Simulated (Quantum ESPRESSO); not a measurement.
**Band energies of BaTiO₃**

```
BaTiO3
1.0
    3.99038     0.00000     0.00000
    0.00000     3.99038     0.00000
    0.00000     0.00000     4.10266
O Ti Ba
3 1 1
Direct
  0.00000   0.50000   0.06422
  0.50000   0.00000   0.06422
  0.00000   0.00000   0.54897
  0.00000   0.00000   0.10004
  0.50000   0.50000   0.58254
```

PBEsol (Quantum ESPRESSO, PseudoDojo norm-conserving, 84 Ry, no spin-orbit coupling); path ΓXMΓZRAZ,XR,MA; energies in eV from the valence-band maximum.

```
k (1/Å)  point  band 16  band 17  band 18  band 19  band 20  band 21  band 22  band 23
-------  -----  -------  -------  -------  -------  -------  -------  -------  -------
0.00         Γ    -1.49    -1.26    -0.57    -0.43    -0.43     1.81     2.22     2.22
0.39              -1.82    -1.57    -1.29    -0.91    -0.76     2.26     2.77     2.80
0.79         X    -1.96    -1.92    -1.70    -1.25    -1.06     2.32     3.53     3.61
1.38              -2.75    -1.83    -1.18    -1.13    -0.15     3.37     3.64     3.89
1.57         M    -2.86    -1.91    -1.05    -1.05    -0.04     3.64     3.64     4.01
1.76              -2.78    -1.84    -1.20    -1.07    -0.13     3.47     3.56     3.90
2.13              -2.27    -2.04    -1.18    -0.99    -0.52     2.68     2.95     3.13
2.69         Γ    -1.49    -1.26    -0.57    -0.43    -0.43     1.81     2.22     2.22
3.07              -1.85    -1.64    -1.40    -0.57    -0.57     1.87     2.91     2.91
3.45         Z    -2.06    -2.00    -1.96    -0.71    -0.71     1.93     3.53     3.53
4.04              -2.67    -1.67    -1.16    -1.04    -0.40     3.36     3.56     3.79
4.24         R    -2.66    -1.80    -1.02    -0.97    -0.31     3.56     3.58     3.91
4.40              -2.63    -2.06    -0.96    -0.90    -0.31     3.58     3.63     3.93
4.87              -2.55    -2.51    -0.37    -0.28    -0.11     4.07     4.12     4.14
5.03         A    -2.50    -2.50    -0.27    -0.27     0.00     4.15     4.15     4.21
5.19              -2.55    -2.50    -0.35    -0.30    -0.11     4.09     4.10     4.13
5.51              -2.51    -2.38    -0.74    -0.70    -0.57     3.53     3.75     3.79
5.98              -2.28    -1.64    -1.54    -0.94    -0.80     2.12     3.50     3.53
6.14         Z    -2.06    -2.00    -1.96    -0.71    -0.71     1.93     3.53     3.53
6.14         X    -1.96    -1.92    -1.70    -1.25    -1.06     2.32     3.53     3.61
6.45              -2.19    -1.62    -1.48    -1.30    -0.91     2.76     3.55     3.65
6.91         R    -2.66    -1.80    -1.02    -0.97    -0.31     3.56     3.58     3.91
6.91         M    -2.86    -1.91    -1.05    -1.05    -0.04     3.64     3.64     4.01
7.10              -2.78    -2.28    -0.98    -0.98    -0.04     3.71     3.71     4.03
7.67         A    -2.50    -2.50    -0.27    -0.27     0.00     4.15     4.15     4.21
```

The PBEsol gap is indirect, 1.81 eV, from A to Γ; the smallest direct gap is 2.24 eV.

Geometry of the Materials Project entry, not relaxed at this level.
